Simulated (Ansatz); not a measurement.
## ⁵¹V NMR of the central transition in Li₂V₂SiGeO₁₀

Cell: a computed structure from the Materials Project (it need not be an observed phase).

Space group C222 (No. 21); a = 9.0285, b = 9.1086, c = 4.6668 Å.

| site | Wyckoff | site symmetry | x | y | z |
| --- | --- | --- | --- | --- | --- |
| Li | 4g | .2. | 0.5000 | 0.2601 | 0.0000 |
| V | 4k | ..2 | 0.2500 | 0.7500 | 0.6089 |
| Si | 2d | 222 | 0.0000 | 0.0000 | 0.5000 |
| Ge | 2c | 222 | 0.5000 | 0.0000 | 0.5000 |
| O7 | 8l | 1 | 0.3980 | 0.3931 | 0.2943 |
| O9 | 4k | ..2 | 0.2500 | 0.7500 | 0.2590 |
| O12 | 8l | 1 | 0.3940 | 0.8869 | 0.7295 |

One atom of each set is listed; the run and its k-mesh use a cell of 16 atoms with edges of 6.41, 6.41, 4.67 Å.

All values are calculated (Ansatz; DFT, PBE, plane waves and PAW, scalar-relativistic, 420 eV cutoff, Γ-centred 4×4×5 k-points, Fermi–Dirac smearing 0.02 eV), not measured.

⁵¹V has I = 7/2 and Q = -52.00 mb (Pyykkö 2018); at 21.1 T its Larmor frequency is ν₀ = 236.6 MHz. Only the quadrupole interaction is simulated: positions count from each site's isotropic chemical shift, and J coupling is left out, as are shift anisotropy and dipolar coupling, which fast spinning averages.

Question: What does the ⁵¹V spectrum (fast magic-angle spinning) show for each site?

Answer: 

```csv
site,first shell,C_Q (MHz),η,P_Q (MHz),δ_QIS (ppm),breadth (kHz)
V,5 O at 1.63–1.92 Å,-4.40,0.58,4.64,-0.982,0.539
```

δ_QIS = −(ν_Q²/30ν₀²)[I(I+1) − 3/4](1 + η²/3) × 10⁶ ppm with ν_Q = 3|C_Q|/[2I(2I−1)]; it falls as 1/B₀² in ppm, and the breadth as 1/B₀ in kHz.

At V V_zz points along its shortest bond, to O (within 1°).

The largest force is 1.2 eV/Å, so the atoms aren't at the calculated equilibrium and relaxing them would move these values.

Hardware: 1 thread of Arm Neoverse V1 (aarch64; 8 cores open to the job, memory cap 2.5 GiB, no GPU), a shared host with a load of 0.8 a core. Wall time 60 s, CPU time 60 s, peak memory 0.57 GiB.
